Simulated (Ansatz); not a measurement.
What DFT gives for LaSi₂B₂

```
CELL_PARAMETERS angstrom
5.94538 0.00000 0.00000
0.00000 5.94538 0.00000
0.00000 0.00000 4.35690
ATOMIC_POSITIONS crystal
La 0.00000 0.00000 0.00000
La 0.50000 0.50000 0.00000
Si 0.36130 0.86130 0.50000
Si 0.13870 0.36130 0.50000
Si 0.63870 0.13870 0.50000
Si 0.86130 0.63870 0.50000
B 0.16010 0.66010 0.50000
B 0.33990 0.16010 0.50000
B 0.83990 0.33990 0.50000
B 0.66010 0.83990 0.50000
```

Single point in Ansatz 0.2.0 with PBE, no spin polarisation. Cutoff 420 eV, PAW datasets, 6×6×8 Γ-centred k mesh, methfessel-paxton filling (width 0.2374 eV).

Forces: The largest is on B7 (and as large on other atoms): 0.70 eV/Å, components (0.50, 0.50, 0.00). It makes 0° with the line to a nearest neighbour, Si3 at 1.69 Å, pointing towards it.
Stress: The pressure is 36.2 GPa (compression positive), so with the atoms held at these fractions the cell would first expand. The principal stresses -5.9, 57.3, 57.3 GPa differ, so its shape would change too.
Charges: Bader charges in e: La +1.53, Si +2.12, B -2.89. In the mean Si gives up most and B takes most.
Formation energy: 0.41 eV an atom against the elements' usual phases (free molecules for gases, crystals otherwise, with no correction for O₂ or N₂), so at this geometry it isn't bound against them. Relaxing would lower it.
At the Fermi level: It is a metal, with about 2.5 states/eV a cell as the mean within 0.25 eV of the Fermi level, mostly La d (46 %), Si p (18 %) and B p (16 %).

Origin: a known structure type with other elements, at an estimated volume, so it need not be a known compound. Caveats: atoms or cell far from equilibrium; wide smearing; f levels without a U or exact exchange are poorly placed.
